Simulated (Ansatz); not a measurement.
**La3Ga6Rh8: frames of a relaxation, V_Rh, charge +0, atoms relaxed at the host's cell**

All numbers are calculated (PBEsol, no spin polarisation, no spin-orbit coupling; Ansatz, PAW set soft_2, 420 eV, k-mesh 3×3×3), not measured.

Positions in Å and forces in eV/Å; free energies count from the last frame.

```
17
Lattice="-2.806 -4.860 3.773 5.612 0.000 3.773 -2.806 4.860 3.773" Properties=species:S:1:pos:R:3:forces:R:3 pbc="T T T" step=1 dE=0.188eV
Ga   -2.806    1.620    7.547    0.064   -0.022   -0.088
Ga   -0.022   -3.259    7.575    0.350    0.280   -0.093
Ga   -2.837    1.693    3.766    0.606   -0.455   -0.001
Ga   -2.778   -1.598    7.542   -0.168   -0.328   -0.270
Ga    2.806   -1.620    3.773    0.052    0.168    0.153
Ga    2.808   -1.630    7.585   -0.251    0.040   -0.014
La   -5.612    0.000    7.547    0.004    0.108    0.000
La    0.000    0.000    3.773   -0.033   -0.128    0.032
La    0.000    0.000    7.547   -0.023    0.168   -0.042
Rh   -1.403    2.430    5.660    0.081    0.165   -0.276
Rh    1.403   -2.430    5.660    0.098   -0.065    0.412
Rh   -1.395   -2.479    5.617   -0.578    0.609    0.592
Rh    1.430    2.412    5.699   -0.294    0.161   -0.529
Rh   -1.403   -2.430    1.887   -0.170    0.173    0.214
Rh   -2.803    0.008    5.697    0.144   -0.476   -0.550
Rh    0.000   -4.860    5.660    0.117   -0.071    0.076
Rh    2.799    0.042    5.658    0.002   -0.326    0.385
```

```
17
Lattice="-2.806 -4.860 3.773 5.612 0.000 3.773 -2.806 4.860 3.773" Properties=species:S:1:pos:R:3:forces:R:3 pbc="T T T" step=2 dE=0.031eV
Ga   -2.816    1.617    7.550   -0.023   -0.063   -0.021
Ga    0.026   -3.246    7.590    0.054    0.132   -0.006
Ga   -2.796    1.669    3.745    0.216   -0.084   -0.019
Ga   -2.833   -1.614    7.520   -0.050   -0.153   -0.058
Ga    2.814   -1.612    3.779    0.075    0.107    0.017
Ga    2.778   -1.655    7.593   -0.115    0.033   -0.009
La   -5.607    0.027    7.552   -0.009   -0.108   -0.014
La    0.005   -0.044    3.791    0.031    0.015   -0.023
La   -0.014    0.059    7.523   -0.025   -0.062    0.036
Rh   -1.408    2.447    5.650   -0.032    0.047   -0.065
Rh    1.413   -2.446    5.678   -0.004   -0.069    0.100
Rh   -1.419   -2.428    5.664    0.091    0.026    0.194
Rh    1.418    2.420    5.664   -0.118   -0.031   -0.190
Rh   -1.399   -2.425    1.889   -0.041   -0.013    0.070
Rh   -2.792   -0.020    5.658    0.036    0.152   -0.159
Rh    0.012   -4.862    5.664   -0.026    0.042    0.013
Rh    2.804    0.011    5.681   -0.061    0.027    0.135
```

```
17
Lattice="-2.806 -4.860 3.773 5.612 0.000 3.773 -2.806 4.860 3.773" Properties=species:S:1:pos:R:3:forces:R:3 pbc="T T T" step=5 dE=0.000eV
Ga   -2.817    1.616    7.552    0.001    0.000    0.000
Ga    0.058   -3.245    7.616    0.005    0.008    0.007
Ga   -2.783    1.678    3.715    0.006    0.000   -0.006
Ga   -2.864   -1.610    7.488   -0.004   -0.006   -0.008
Ga    2.818   -1.609    3.780   -0.002   -0.003   -0.002
Ga    2.783   -1.672    7.617   -0.005   -0.002    0.007
La   -5.611    0.003    7.547    0.001   -0.001    0.002
La    0.024   -0.043    3.790    0.003    0.000    0.002
La   -0.025    0.049    7.533   -0.002    0.000   -0.005
Rh   -1.435    2.489    5.633    0.001    0.000    0.003
Rh    1.437   -2.484    5.699   -0.004    0.001   -0.004
Rh   -1.374   -2.397    5.703   -0.003   -0.005    0.004
Rh    1.375    2.403    5.628    0.004    0.007   -0.002
Rh   -1.402   -2.427    1.893    0.000    0.000    0.000
Rh   -2.766    0.012    5.627   -0.006    0.004   -0.002
Rh    0.001   -4.858    5.665    0.000    0.001    0.000
Rh    2.768   -0.006    5.705    0.004   -0.003    0.003
```
